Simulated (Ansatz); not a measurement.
The start is a randomly generated symmetric cell of CoSi2 (space group No. 63). Cell shape, volume and atoms are optimised at zero target pressure with PBE (plane waves to 420 eV, PAW, scalar-relativistic; Ansatz, a first-principles code). The first steps use a coarse 6×6×4 k-mesh.

Starting cell:
```
CoSi2
1.0
    2.33675    -3.02873     0.00000
    2.33675     3.02873     0.00000
    0.00000     0.00000     5.68341
Co Si
2 4
Direct
  0.50000   0.50000   0.00000
  0.50000   0.50000   0.50000
  0.00000   0.00000   0.00000
  0.00000   0.00000   0.50000
  0.69073   0.30927   0.25000
  0.30927   0.69073   0.75000
```
Spin-polarised start, with parallel moments on Co.

Initial pressure: +40 GPa (positive: the cell is compressed)
Largest initial force: about 8.4 eV/Å, on Si5, Si6 (atoms numbered as listed)
Outcome: The space group stays Cmcm (No. 63) (the run could not lower it), with 6 atoms in the primitive cell
Energy released: 0.85 eV/atom
Shortest distances (start → end): The closest pairs of elements (up to four, under 3.6 Å), start → end: Co–Si 1.83 → 2.20 Å; Si–Si 2.35 → 2.48 Å; Co–Co 2.84 → 2.67 Å
Moments at the end: zero (the starting moments vanished)
Optimiser moves: 16

Final values are on a 12×12×9 k-mesh of the relaxed cell. No spin polarisation in the result: the starting moments vanished. A magnetic state may lie lower.

The run could not lower the symmetry of its start; a shaken copy of this end point relaxes with PBE to Cmcm (No. 63), 0.78 eV/atom lower.

The relaxed structure here is a generated cell of CoSi2: the first start was made by a random draw of sites in a space group, and the end was not matched to a known phase here, so it may be hypothetical. Known forms of CoSi2 include space group No. 225.
